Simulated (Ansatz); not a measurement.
# Ag: phonons across the zone

Theory: Ansatz 0.2.0, DFT LDA, scalar-relativistic, plane waves, PAW. Plane waves to 420 eV; Γ-centred k mesh 20×20×20; Fermi-Dirac smearing of 0.15 eV. No spin polarisation. Phonons by linear response, acoustic sum rule imposed.

The cell, relaxed at this level:
```
CELL_PARAMETERS angstrom
0.00000 2.00075 2.00075
2.00075 0.00000 2.00075
2.00075 2.00075 0.00000
ATOMIC_POSITIONS crystal
Ag 0.00000 0.00000 0.00000
```

In a metal, frequencies and elastic constants depend on the k mesh and the smearing, soft modes and shear constants most. Some empty bands missed the eigensolver's threshold. The q mesh is coarse, so values between its points are rough.

Force constants from linear response on a 2×2×2 q mesh.

Task: Is the structure dynamically stable on the q mesh?

Result: Yes, on this mesh: no mode is imaginary.

Task: Give the frequencies (cm⁻¹) at the points of high symmetry.

Result:
```csv
point,q,frequencies
X,0.500 0.000 0.500,122 122 186
U,0.625 0.250 0.625,111 149 171
K,0.375 0.375 0.750,111 149 171
L,0.500 0.500 0.500,82 82 190
W,0.500 0.250 0.750,123 158 158
```

Cost: 1 run of about 3.4 core-minutes, on Intel Xeon Processor @ 2.50GHz (Skylake/Cascade Lake) (shared hosts).